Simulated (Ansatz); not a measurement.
Input, command and steps of an Ansatz relaxation.

```yaml
crystal:
  lattice:
    - [2.70515, 1.5618190807, 4.7925]
    - [-2.70515, 1.5618190807, 4.7925]
    - [0.0, -3.1236381614, 4.7925]
  atoms:
    - { symbol: In, position: [0.0, 0.0, 0.0] }
    - { symbol: In, position: [0.5, 0.5, 0.5] }
    - { symbol: F, position: [0.8584, 0.6416, 0.25] }
    - { symbol: F, position: [0.25, 0.8584, 0.6416] }
    - { symbol: F, position: [0.6416, 0.25, 0.8584] }
    - { symbol: F, position: [0.1416, 0.3584, 0.75] }
    - { symbol: F, position: [0.75, 0.1416, 0.3584] }
    - { symbol: F, position: [0.3584, 0.75, 0.1416] }
basis:
  ecutwfc: 420
kpoints:
  mp_grid: { grid: [6, 6, 6] }
hamiltonian:
  xc: lda
scf:
  occupations: { method: gaussian, width: 0.02 }
output:
  forces: true
  stress: true
  eigenvalues: true
relax:
  adjacent_minimum: "off"
  f_tol: 0.01
  max_steps: 40
```

```bash
ansatz run input.yaml --threads 2 --pin off --max-ram 5120MiB --backend cpu --events-out ev --progress --plain --runs-dir out
```

Level of theory: DFT LDA, scalar-relativistic, plane waves, PAW (Ansatz 0.2.0).

Of 3 frames 3 are shown, positions in Å and forces in eV/Å; the SCF threshold varies from step to step.

```xyz
8
Lattice="2.7052 1.5618 4.7925 -2.7052 1.5618 4.7925 0.0000 -3.1236 4.7925" Properties=species:S:1:pos:R:3:forces:R:3 pbc="T T T" step=1 free_energy_over_end_meV_per_atom=0.55
In    0.0000    0.0000    0.0000    0.0000    0.0000    0.0000
In    0.0000    0.0000    7.1887    0.0000    0.0000    0.0000
F     0.5865    1.5618    8.3869    0.0600    0.0000    0.0000
F    -1.6458   -0.2730    8.3869   -0.0300    0.0519    0.0000
F     1.0593   -1.2888    8.3869   -0.0300   -0.0519    0.0000
F    -0.5865   -1.5618    5.9906   -0.0600    0.0000    0.0000
F     1.6458    0.2730    5.9906    0.0300   -0.0519    0.0000
F    -1.0593    1.2888    5.9906    0.0300    0.0519    0.0000
8
Lattice="2.7052 1.5618 4.7925 -2.7052 1.5618 4.7925 0.0000 -3.1236 4.7925" Properties=species:S:1:pos:R:3:forces:R:3 pbc="T T T" step=2 free_energy_over_end_meV_per_atom=0.16
In    0.0000    0.0000    0.0000    0.0000    0.0000    0.0000
In    0.0000    0.0000    7.1887    0.0000    0.0000    0.0000
F     0.5977    1.5618    8.3869    0.0329    0.0000    0.0000
F    -1.6514   -0.2633    8.3869   -0.0165    0.0285    0.0000
F     1.0537   -1.2985    8.3869   -0.0165   -0.0285    0.0000
F    -0.5977   -1.5618    5.9906   -0.0329    0.0000    0.0000
F     1.6514    0.2633    5.9906    0.0165   -0.0285    0.0000
F    -1.0537    1.2985    5.9906    0.0165    0.0285    0.0000
8
Lattice="2.7052 1.5618 4.7925 -2.7052 1.5618 4.7925 0.0000 -3.1236 4.7925" Properties=species:S:1:pos:R:3:forces:R:3 pbc="T T T" step=3 free_energy_over_end_meV_per_atom=0.00
In    0.0000    0.0000    0.0000    0.0000    0.0000    0.0000
In    0.0000    0.0000    7.1887    0.0000    0.0000    0.0000
F     0.6114    1.5618    8.3869   -0.0013    0.0000    0.0000
F    -1.6583   -0.2515    8.3869    0.0007   -0.0011    0.0000
F     1.0469   -1.3104    8.3869    0.0007    0.0011    0.0000
F    -0.6114   -1.5618    5.9906    0.0013    0.0000    0.0000
F     1.6583    0.2515    5.9906   -0.0007    0.0011    0.0000
F    -1.0469    1.3104    5.9906   -0.0007   -0.0011    0.0000
```

Time: 27 s on 2 threads of AMD EPYC (Zen 3), with other jobs on the host, peak memory 0.47 GiB.